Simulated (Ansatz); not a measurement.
Level of theory: DFT PBE, scalar-relativistic, plane waves, PAW (Ansatz). Settings: cutoff 420 eV, Γ-centred meshes spaced at most about 0.3 Å⁻¹, and about 0.25 Å⁻¹ or finer for metals (2π included), Gaussian smearing. No spin polarisation in the final relaxations.

Temperature and zero-point effects are left out.

Two relaxed structures of HfO3:

A.

```xyz
4
Lattice="3.8306 0.0000 0.0000 -1.9153 3.3174 0.0000 0.0000 0.0000 4.0568" Properties=species:S:1:pos:R:3 pbc="T T T"
Hf    0.0000    0.0000    0.0000
O     0.0000    0.0000    2.0284
O     0.0000    2.2116    0.7589
O     0.0000    2.2116    3.2979
```

B.

```xyz
4
Lattice="3.3236 0.0000 0.0000 0.0000 3.3236 0.0000 0.0000 0.0000 3.3236" Properties=species:S:1:pos:R:3 pbc="T T T"
Hf    0.0000    0.0000    0.0000
O     0.0000    1.6618    1.6618
O     1.6618    0.0000    1.6618
O     1.6618    1.6618    0.0000
```

**Question.** Which is lower in energy, and by how much?

**Answer.** A is lower, by 10 meV/atom. A has space group P-6m2 (No. 187), 12.9 Å³/atom and a gap of 0.28 eV on its mesh; B has space group Pm-3m (No. 221), 9.2 Å³/atom and no gap. Counting O atoms around Hf (those within 1.25 times the shortest such distance or 1.15 times the sum of covalent radii, 1.27 where that leaves under three; a plus sign parts nearer from farther groups), A has Hf 2+6 and B has Hf 12. A holds O–O pairs (shortest 1.52 Å, as in peroxide); in B the shortest O–O distance is 2.35 Å. The lower one is the more open, so pressure narrows the difference. Both come from invented guesses. A third cell relaxed alike, in Pm-3n, lies 0.54 eV/atom below the lower of the two.

For metals, differences of a few meV/atom aren't resolved. These runs have no spin–orbit coupling, which can matter for Hf. Kohn–Sham gaps at this level usually fall short of measured ones. Cells relaxed within their symmetry can be saddle points.
